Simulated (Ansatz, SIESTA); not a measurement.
## InSb3: programs and potentials compared

```xyz
4
Lattice="0.0000 3.7946 3.7946 3.7946 0.0000 3.7946 3.7946 3.7946 0.0000" Properties=species:S:1:pos:R:3 pbc="T T T"
Sb    3.7946    3.7946    3.7946
Sb    5.6918    5.6918    5.6918
Sb    1.8973    1.8973    1.8973
In    0.0000    0.0000    0.0000
```

The cell comes from a database or a generator and needn't be the stable form of this composition.

Alike in all runs: task band structure; functional PBEsol; k mesh 6 × 6 × 6; occupations fermi-dirac, width 0.05 eV; no spin polarisation; no spin-orbit coupling. Pressure is positive in compression and, in plane waves, holds the error of the finite cutoff, which Ansatz's Pulay term estimates and takes out.

```tsv
program and potentials	plane-wave cutoff (eV)	notes	pressure (GPa)
SIESTA, files PseudoDojo sr-pbesol-0.4.1-standard, DZP (energy shift 0.003 Ry; two zetas on semicore shells)	-	atomic basis; 14.5 valence electrons an atom on average	-1.69
Ansatz, PseudoDojo stringent (PBEsol files)	1361	22.5 valence electrons an atom on average; Pulay term of +0.06 GPa included	-2.96
Ansatz, Ansatz PAW (files of its older set among them)	710	potentials made for PBE, which Ansatz adapts in part; 21 valence electrons an atom on average	-3.09
Ansatz, PseudoDojo standard (PBEsol files)	1088	14.5 valence electrons an atom on average; Pulay term of +0.09 GPa included	-3.12
Ansatz, all-electron LAPW, scalar-relativistic	-	-	-3.08
```

The pressure spans -3.12 (Ansatz, PseudoDojo standard (PBEsol files)) to -1.69 GPa (SIESTA, files PseudoDojo sr-pbesol-0.4.1-standard, DZP (energy shift 0.003 Ry; two zetas on semicore shells)), with all-electron results at -3.08. Rows in atomic bases carry the error of their basis and grid, which can be large.

The functional is the same throughout but for its coding, so the spread measures potentials, basis and numerics; runs on potential files found faulty are left out.
